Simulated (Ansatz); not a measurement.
**Trial structures of MgSnO4: starts and ends**

These are results of DFT PBE, scalar-relativistic, plane waves, PAW (Ansatz), not measurements. All cells share a 420 eV cutoff and Γ-centred k meshes spaced at most about 0.3 Å⁻¹ (about 0.25 or finer for metals, 2π included). No spin polarisation in the final relaxations.

Each guess was relaxed in cell and atoms at zero pressure, within the symmetry of its start. All energies are static (0 K, no zero-point motion). Coordination counts O atoms around Mg and Sn (those within 1.25 times the shortest such distance or 1.15 times the sum of covalent radii; the shortest distance is added where it exceeds 1.18 times the sum of covalent radii).

```csv
guess,made from,start group,V start (Å³/atom),end group,V end (Å³/atom),coordination at the end,gap on mesh (eV),E over the lowest end (meV/atom)
1,random cell,P4/mmm,14.6,P4/mmm,11.2,"Mg 8, Sn 8",0,399
2,random cell,P6/mmm,13.7,P6/mmm,21.5,"Mg 6, Sn 6",0,852
3,MgAlB4 type,P6/mmm,11.4,?,?,?,?,?
4,TaVO4 type,Cmmm,14.0,Cmmm,12.4,"Mg 6, Sn 6",0,0
5,random cell,P4/mmm,16.6,P4/mmm,17.3,"Mg 16 from 3.4 Å, Sn 4",0,1384
```

Guess 3 as it starts:

```
Mg Sn O
1.0
     3.28763    0.00000    0.00000
    -1.64382    2.84717    0.00000
     0.00000    0.00000    7.29994
Mg Sn O
1 1 4
Direct
  0.00000 0.00000 0.50000
  0.00000 0.00000 0.00000
  0.66667 0.33333 0.23369
  0.33333 0.66667 0.76631
  0.33333 0.66667 0.23369
  0.66667 0.33333 0.76631
```

**Question.** Predict the end of this guess and its energy over the lowest end.

**Answer.** It ends in space group P6/mmm (No. 191), with a = 3.627 Å, c = 5.902 Å, 11.2 Å³/atom and no gap. It lies 1.05 eV/atom over the lowest end, above guess 2 and below guess 5. Counting O atoms around Mg and Sn, this end has Mg 12 from 2.5 Å, Sn 12 from 2.6 Å and the lowest (guess 4) has Mg 6, Sn 6.

```
CELL_PARAMETERS angstrom
3.62679 0.00000 0.00000
-1.81339 3.14089 0.00000
0.00000 0.00000 5.90150
ATOMIC_POSITIONS crystal
Mg 0.00000 0.00000 0.50000
Sn 0.00000 0.00000 0.00000
O 0.66667 0.33333 0.25699
O 0.33333 0.66667 0.74301
O 0.33333 0.66667 0.25699
O 0.66667 0.33333 0.74301
```

The zero of energy is the elements' standard structures at the same level (O₂ as a molecule); no fitted shifts are applied. The references include grey tin.

**Question.** Is the lowest end bound against the elements?

**Answer.** Yes: its formation energy is −1.25 eV/atom. It lies below the elements, which doesn't yet make it stable against other compounds or structures.

Weakly bound directions are ill-defined at this level, which has no dispersion term (P6/mmm at 21.5 Å³/atom), and this can change margins and order among such cells. A magnetic state wasn't ruled out in cells without spin, among them Cmmm. Cells relaxed within their symmetry can be saddle points. A lower structure may well exist outside this small set. Some candidate types were left out of the draw beforehand, so a known form may be missing.
